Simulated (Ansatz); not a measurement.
Relaxed-ion elastic tensor of VBiO4 in space group I4_1/a (No. 88; Bi on 4a, V on 4b, O on 16f) in GPa (Voigt order), DFT-PBEsol in the program Ansatz with PAW potentials; density 7.12 g/cm³, 12.58 Å³ per atom.

```
  209    123    101    0.0    0.0   20.6
  123    209    101    0.0    0.0  -20.6
  101    101    183    0.0    0.0    0.0
  0.0    0.0    0.0   46.5    0.0    0.0
  0.0    0.0    0.0    0.0   46.5    0.0
 20.6  -20.6    0.0    0.0    0.0   69.4
```

Question: Is the crystal mechanically stable?

Answer: Yes: the smallest eigenvalue of C is 46.5 GPa.

Question: Work out the Voigt, Reuss and Hill averages.

Answer: K_V = 139, K_R = 137, K_H = 138; G_V = 50.9, G_R = 46.4, G_H = 48.6 GPa.

Question: Give Young's modulus, Poisson's ratio, Pugh's ratio and the universal anisotropy index.

Answer: E = 9KG/(3K + G) = 131 GPa; ν = 0.34; K/G = 2.84 (ductile by the Pugh limit of 1.75); A_U = 5G_V/G_R + K_V/K_R − 6 = 0.49.

Question: Estimate the sound speeds and the Debye temperature.

Answer: v_l = √((K + 4G/3)/ρ) = 5330 m/s, v_t = √(G/ρ) = 2610 m/s, mean 2930 m/s; Θ = (h/k)(3n/4πV)^(1/3) v_m = 376 K.

Question: How much does each axis shrink under pressure?

Answer: Linear compressibilities β_i = Σ_j S_ij (j = 1 to 3): x 2.0, y 2.0, z 3.2 per TPa.

Symmetry was held in the PBEsol relaxation. The workflow began spin-polarised and lost its moments. No Hubbard U is applied. Spin–orbit coupling is left out wherever it is not named.

Potentials: the later of the program's two PAW sets.
